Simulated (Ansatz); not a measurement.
Mg₂H₆Ru:
```
CELL_PARAMETERS angstrom
      0.00000     3.25867     3.25867
      3.25867     0.00000     3.25867
      3.25867     3.25867     0.00000
ATOMIC_POSITIONS crystal
  Mg 0.75000 0.75000 0.75000
  Mg 0.25000 0.25000 0.25000
  H  0.74413 0.74413 0.25587
  H  0.25587 0.25587 0.74413
  H  0.25587 0.74413 0.74413
  H  0.74413 0.25587 0.25587
  H  0.74413 0.25587 0.74413
  H  0.25587 0.74413 0.25587
  Ru 0.00000 0.00000 0.00000
```

Tensor components refer to the Cartesian frame of this cell.

### Question
Give the high-frequency dielectric tensor and the Born effective charge tensors of the independent atoms from DFPT, LDA (plane waves, PAW; program Ansatz).

### Answer

ε∞:
```
5.57  0.00  0.00
0.00  5.57  0.00
0.00  0.00  5.57
```
Z* of atom 1 (Mg), rows: field, columns: displacement, in e:
```
2.13  0.00  0.00
0.00  2.13  0.00
0.00  0.00  2.13
```
Z* of atom 3 (H), rows: field, columns: displacement, in e:
```
 0.17   0.00   0.00
 0.00   0.17   0.00
 0.00   0.00  -0.70
```
Z* of atom 9 (Ru), rows: field, columns: displacement, in e:
```
-3.56   0.00   0.00
 0.00  -3.56   0.00
 0.00   0.00  -3.56
```

Space group Fm-3m. The first step of the workflow began from a Materials Project structure, measured or hypothetical; the Crystallography Open Database copy checked does not list it. Its standing as an ambient phase is unchecked. The LDA relaxation kept the symmetry of its start; whether a distortion lowers the energy is not shown. No spin polarisation was allowed. Spin–orbit coupling is left out wherever it is not named.

Potentials: the later of the program's two PAW sets.
